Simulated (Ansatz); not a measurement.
Problem. HfO₂ in space group Pca2_1 (No. 29; Hf on 4a, O on 4a, O on 4a) is relaxed with PBEsol (plane waves, PAW; program Ansatz). What lattice parameters of the conventional cell result?

Solution. a = 5.229 Å, b = 5.018 Å, c = 5.042 Å.

Problem. Give the free coordinates with the occupied sites.

Solution. In one choice of origin and axes:

```json
[
 {"atom": "Hf", "site": "4a", "symmetry": "1", "x": "0.0329", "y": "0.2676", "z": "0.2423"},
 {"atom": "O", "site": "4a", "symmetry": "1", "x": "0.3680", "y": "0.0717", "z": "0.3799"},
 {"atom": "O", "site": "4a", "symmetry": "1", "x": "0.2340", "y": "0.5403", "z": "0.4908"}
]
```

Problem. Is it a metal or does it have a gap at this level?

Solution. A gap of 4.34 eV, indirect.

The cell was relaxed with PBEsol under the symmetry of its start. No spin polarisation was allowed. Scalar-relativistic: spin–orbit coupling is off unless named, which matters more the heavier the elements.

Potentials: the earlier of the program's two PAW sets. The files were generated under PBE; for other functionals the program regenerates the frozen cores, and for LDA and PBEsol the local potential too.
